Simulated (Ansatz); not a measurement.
AlRu:
Space group Cmcm (No. 63); a = 2.948 Å, b = 9.085 Å, c = 4.089 Å, α = β = γ = 90.00°

```
atom  site  symmetry       x       y       z
----  ----  --------  ------  ------  ------
Al      4c       m2m  0.0000  0.4071  0.2500
Ru      4c       m2m  0.0000  0.1367  0.2500
```
(The calculation used a cell of 4 atoms; values per cell refer to that cell.)

Relaxed with PBEsol.

Task: Decompose the optical modes at the zone centre into irreducible representations, and say which are infrared and Raman allowed.

Result: Point group mmm: Γ_opt = 2Ag + 2B1g + B1u + B2u + 2B3g + B3u. Infrared: B1u, B2u, B3u. Raman: Ag, B1g, B3g.

Task: Assign frequencies (DFPT, PBEsol in the plane-wave PAW code Ansatz).

Result: B1g 120, Ag 151, B3g 166, B1g 248, B3u 281, B1u 331, B2u 368, B3g 410, Ag 412 cm⁻¹.

Subscripts of B labels follow the axes of the standard setting.

The start of the workflow was typed in or built on a structure type; neither database checked (COD, Materials Project) lists it. COD files the formula under space group No. 221. Whether it is the stable phase at ambient conditions was not checked. The PBEsol relaxation kept the symmetry of its start; whether a distortion lowers the energy is not shown. No spin polarisation was allowed. As this level gives no gap, phonon frequencies hold no LO–TO term and depend on the k-mesh and smearing (Fermi–Dirac, 0.1 eV here). Axis ratios of metals converge slowly with the k-mesh, so a and c are less sure than the volume.

Potentials: the earlier of the program's two PAW sets. The files were generated under PBE; for other functionals the program regenerates the frozen cores, and for LDA and PBEsol the local potential too.
